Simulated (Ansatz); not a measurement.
A geometry of TiRh away from equilibrium: the start of the relaxation of a generated cell, TiRh placed in the AFLOW prototype AB_oP2_25_b_a (as in CdTe). Calculation: PBE (plane waves to 420 eV, PAW, scalar-relativistic; Ansatz, a program for electronic structure). Γ-centred k-mesh 13×7×12 on the run's cell (coarser than for final values), Fermi–Dirac smearing 0.05 eV.

```xyz
2
Lattice="2.4563 0.0000 0.0000 0.0000 4.5959 0.0000 0.0000 0.0000 2.6454" Properties=species:S:1:pos:R:3:forces:R:3 pbc="T T T" free_energy=-8901.874 pressure_GPa=19.0
Ti     0.0000     2.2979     0.6613    0.0000    0.0000    0.6354
Rh     0.0000     0.0000     0.0000    0.0000    0.0000   -0.6353
```

Positions in Å, forces in eV/Å, free energy of the cell in eV (comparable only within this code, potentials and settings). Largest force: 0.64 eV/Å, on Ti1, Rh2 (atoms numbered as listed); the geometry lies 0.44 eV/atom above the end of its relaxation.

No spin polarisation in the result.

The run could not lose the symmetry of its start: the end is stationary, and may be a saddle point rather than a minimum.

The end of the path is a generated cell of TiRh: the first start was made by placing the elements on the sites of a structure type, and the end was not matched to a known phase here, so it may be hypothetical.
